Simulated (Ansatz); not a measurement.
Relaxed Zr (hcp, Mg type):

```xyz
2
Lattice="3.1847 0.0000 0.0000 -1.5924 2.7581 0.0000 0.0000 0.0000 5.1172" Properties=species:S:1:pos:R:3 pbc="T T T"
Zr     0.0000     1.8387     3.8379
Zr     1.5924     0.9194     1.2793
```

In this cell atom 1 (Zr, nearest neighbour Zr at 3.151 Å; its periodic images, 3.2 Å or more away, move with it) is moved by s towards the nearest neighbour, unit vector (0.505, -0.292, -0.812); all other atoms and the cell stay fixed.

Computed with PBEsol (plane waves to 420 eV, PAW, scalar-relativistic; Ansatz, a quantum-chemistry and plane-wave program). k mesh 14×14×8 (Γ-centred), Fermi-Dirac smearing 0.05 eV. E stands for the smeared free energy. Left out: 1 of 11 points, with atoms too close for the PAW data. With partly filled bands, energies and forces of such displacements shift with the k mesh and the smearing. The PAW data are Ansatz's earlier set. Zr is run without spin polarisation. Zr was relaxed with its symmetry unable to fall. The zero of ΔE is the undisplaced structure. The last digit holds for this mesh only.

```json
[
 {"s (Å)": "-0.630", "ΔE (meV/cell)": "828.7"},
 {"s (Å)": "-0.504", "ΔE (meV/cell)": "504.2"},
 {"s (Å)": "-0.378", "ΔE (meV/cell)": "269.1"},
 {"s (Å)": "-0.252", "ΔE (meV/cell)": "withheld"},
 {"s (Å)": "-0.126", "ΔE (meV/cell)": "25.7"},
 {"s (Å)": "0.000", "ΔE (meV/cell)": "0.0"},
 {"s (Å)": "0.126", "ΔE (meV/cell)": "25.7"},
 {"s (Å)": "0.252", "ΔE (meV/cell)": "112.1"},
 {"s (Å)": "0.378", "ΔE (meV/cell)": "269.2"},
 {"s (Å)": "0.504", "ΔE (meV/cell)": "506.5"}
]
```

Q: Fit a polynomial form (powers 2, 3, 4) to the given rows and predict ΔE at s = -0.252.

A: Least squares on the 9 given rows: ΔE = (1767)·s² + (15.68)·s³ + (841.9)·s⁴, in meV/cell with s in Å; root-mean-square residual 2.16 meV/cell. At -0.252 the fit gives 115.4 meV/cell; the calculation gives 112.3 meV/cell, so the interpolation is off by 3.1 (+2.8 %). The quadratic term alone would give 112.2 meV/cell.

(A displaced cell: forces are minus the slopes of the energy, force constants its curvatures, and phonons follow from these.)
